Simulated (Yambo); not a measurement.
A free-standing CaO₂H₂ monolayer (symmetry P-3m1, slab cell 17.5 Å high), G0W0@LDA in Yambo (6×6×1 mesh, plasmon pole; 6 Ry block, no terminator). The number N of bands in W and G is varied.

| N | x = 1/N | gap Γ → Γ (eV) | shift of the valence edge (eV) |
|---|---|---|---|
| 39 | 0.02564 | 6.876 | -1.539 |
| 56 | 0.01786 | 6.773 | -1.559 |
| 79 | 0.01266 | 6.771 | -1.642 |
| 103 | 0.00971 | ? | ? |

Question: Basis-set arguments suggest E = E∞ + A x. Fix A and E∞ from the two rows above the withheld one, predict the row at 103 bands, and test the form.

Answer: Gap: A = (6.771 − (6.773))/(0.01266 − 0.01786) = 0.38, E∞ = 6.766 eV, so 6.770 eV is predicted; the run gave 6.802 eV (miss 32 meV). The first two rows have slope 13.2, so the form doesn't hold yet over the whole range. Shift: A = (-1.642 − (-1.559))/(0.01266 − 0.01786) = 16.0, E∞ = -1.844 eV, so -1.689 eV is predicted; the run gave -1.720 eV (miss 31 meV). The first two rows have slope 2.57, so the form doesn't hold yet over the whole range. The other settings are held fixed.

Geometry relaxed with LDA; primitive cell a = 3.5147 Å, b = 3.5147 Å, c = 17.5000 Å, α = 90.00°, β = 90.00°, γ = 120.00°.

This is a model layer cut from the bulk structure; whether it is stable on its own was not checked.

A shift is the quasiparticle energy of the state minus its LDA energy.
